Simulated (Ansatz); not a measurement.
VBiO$_{4}$:
```xyz
6
Lattice="3.8089 2.7214 0.0000 -3.8089 2.7214 0.0000 -2.9346 0.0000 4.3479" Properties=species:S:1:pos:R:3 pbc="T T T"
V      0.0000     1.9636     0.0000
Bi    -1.4673     5.0323     2.1740
O     -2.9240     1.0415     2.8721
O      1.3682     2.9445     0.1579
O     -4.3027     2.9445     4.1900
O     -0.0106     1.0415     1.4759
```

Tensor components refer to the Cartesian frame of this cell.

### Question
Give the high-frequency dielectric tensor and the Born effective charge tensors of the independent atoms from DFPT, PBEsol in the plane-wave PAW code Ansatz.

### Answer

ε∞:
```
5.42  0.00  0.61
0.00  4.48  0.00
0.61  0.00  5.28
```
Z* of atom 1 (V), rows: field, columns: displacement, in e:
```
 4.32   0.00  -0.66
 0.00   3.62   0.00
 1.45   0.00   4.09
```
Z* of atom 2 (Bi), rows: field, columns: displacement, in e:
```
5.38  0.00  1.61
0.00  3.97  0.00
0.13  0.00  5.17
```
Z* of atom 3 (O), rows: field, columns: displacement, in e:
```
-1.79   1.09   0.38
 1.01  -2.20  -1.30
 0.59  -1.78  -2.78
```
Z* of atom 4 (O), rows: field, columns: displacement, in e:
```
-3.06  -1.24  -0.86
-1.17  -1.59   0.05
-1.38  -0.18  -1.85
```

Space group C2. The first step of the workflow began from a Materials Project structure, measured or hypothetical; the Crystallography Open Database copy checked does not list it. It is not the phase usual at ambient conditions (space group No. 88). The cell was relaxed with PBEsol under the symmetry of its start; its stability against distortions is not shown here. No spin polarisation was allowed. No Hubbard U is applied. Spin–orbit coupling is left out wherever it is not named.

Potentials: the later of the program's two PAW sets.
